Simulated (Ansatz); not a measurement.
CeO2:
```cif
data_CeO2
_chemical_formula_sum 'Ce1 O2'
_space_group_name_H-M_alt 'P 1'
_space_group_IT_number 1
_cell_length_a 3.78929
_cell_length_b 3.78929
_cell_length_c 3.78929
_cell_angle_alpha 60.000
_cell_angle_beta 60.000
_cell_angle_gamma 60.000
loop_
_space_group_symop_operation_xyz
  'x, y, z'
loop_
_atom_site_label
_atom_site_type_symbol
_atom_site_fract_x
_atom_site_fract_y
_atom_site_fract_z
_atom_site_occupancy
Ce1 Ce 0.00000 0.00000 0.00000 1
O1 O 0.25000 0.25000 0.25000 1
O2 O 0.75000 0.75000 0.75000 1
```

Relaxed with LDA.

**Question.** Decompose the optical modes at the zone centre into irreducible representations, and say which are infrared and Raman allowed.

**Answer.** Point group m-3m: Γ_opt = T1u + T2g. Infrared: T1u. Raman: T2g.

**Question.** Assign frequencies (DFPT, plane-wave PAW LDA (Ansatz code); without the LO–TO term).

**Answer.** T1u 293, T2g 445 cm⁻¹.

Space group Fm-3m (fluorite). Symmetry was held in the LDA relaxation. The run is not spin-polarised. The 4f shell is in the valence. No Hubbard U is applied. Spin–orbit coupling is left out wherever it is not named.

Potentials: the earlier of the program's two PAW sets. The files were generated under PBE; for other functionals the program regenerates the frozen cores, and for LDA and PBEsol the local potential too.
